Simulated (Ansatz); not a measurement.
LaCoO$_{3}$ (space group R-3c)

```xyz
10
Lattice="2.7018 1.5599 4.3105 -2.7018 1.5599 4.3105 0.0000 -3.1198 4.3105" Properties=species:S:1:pos:R:3 pbc="T T T"
La     0.0000     0.0000     3.2329
La     0.0000     0.0000     9.6987
O     -0.2832    -1.5599     5.3882
O      1.4925     0.5347     5.3882
O     -1.2093     1.0252     5.3882
O      0.2832     1.5599     7.5434
O     -1.4925    -0.5347     7.5434
O      1.2093    -1.0252     7.5434
Co     0.0000     0.0000     0.0000
Co     0.0000     0.0000     6.4658
```

The slice is a (-1 0 1 2) plane (indices of the conventional cell) through the point (0.250, 0.250, 0.250) (fractional), spanned by u = [100] and v = [0 1 -1] in vectors of this cell: u (5.32 Å) and v (5.40 Å, at 90° to u). It covers one period; positions are fractions (u, v).

Calculation: PBEsol (plane waves to 420 eV, PAW, scalar-relativistic; Ansatz, a first-principles code). k mesh 11×11×11. Inside the PAW spheres the values are not all-electron values, and peaks at nuclei hang on which shells count as valence. LaCoO3 is run spin-polarised and with no Hubbard U. LaCoO3 was relaxed with its symmetry unable to fall. Relaxed LaCoO3 ends ferromagnetic. The magnetic order is the one the run started from; other orders were not tried.

Predict the map of the electrostatic potential energy of an electron, from the cell's mean on the slice.


```
|xxxxxxxx0000226677xxxxxxxxxxxxxx7766220000xxxxxx|
|xxxxxx000000447788xxxxxxxxxxxxxx887744000000xxxx|
|xxxx00000000558888xxxxxxxxxxxxxx88885500000000xx|
|00000000003366889988xxxxxxxxxx889988663300000000|
|000000114466778888886666556666888888776644110000|
|333344557777777777554433333344557777777777554433|
|556666888888776644110000000000114466778888886666|
|xxxxxx88998866330000000000000000003366889988xxxx|
|xxxxxxxx88885500000000xxxxxx00000000558888xxxxxx|
|xxxxxxxx887744000000xxxxxxxxxx000000447788xxxxxx|
|xxxxxxxx7766220000xxxxxxxxxxxxxx0000226677xxxxxx|
|xxxxxxxx7766220000xxxxxxxxxxxxxx0000226677xxxxxx|
|xxxxxx888866220000xxxxxxxxxxxxxx000022668888xxxx|
|xxxx8899997733000000xxxxxxxxxx0000003377999988xx|
|9999999999775500000000xxxxxx00000000557799999999|
|999999999988663300000000000000000033668899999999|
|667777888888776644110000000000114466778888887777|
|222244556677777766554422222244556677777766554422|
|000000114466778888887777667777888888776644110000|
|000000000033668899999999999999999988663300000000|
|xxxx000000005577999999999999999999775500000000xx|
|xxxxxx0000003377999988xxxxxx8899997733000000xxxx|
|xxxxxxxx000022668888xxxxxxxxxx888866220000xxxxxx|
|xxxxxxxx0000226677xxxxxxxxxxxxxx7766220000xxxxxx|
```
Scale: ten equal steps from 2.00 (start of '0') to 10.93 (end of '9'), in the order '0123456789'. Values: electrostatic potential energy of an electron, from the cell's mean, in eV. The map has 24 points along u (two characters each, u = 0 at the left) and 24 along v (v = 0 in the bottom row). Points within 0.8 Å of a nucleus are blanked (x), as the pseudised field means little there. Values under 2 eV are set to 2. The zero, the cell's mean, hangs on the PAW cores.
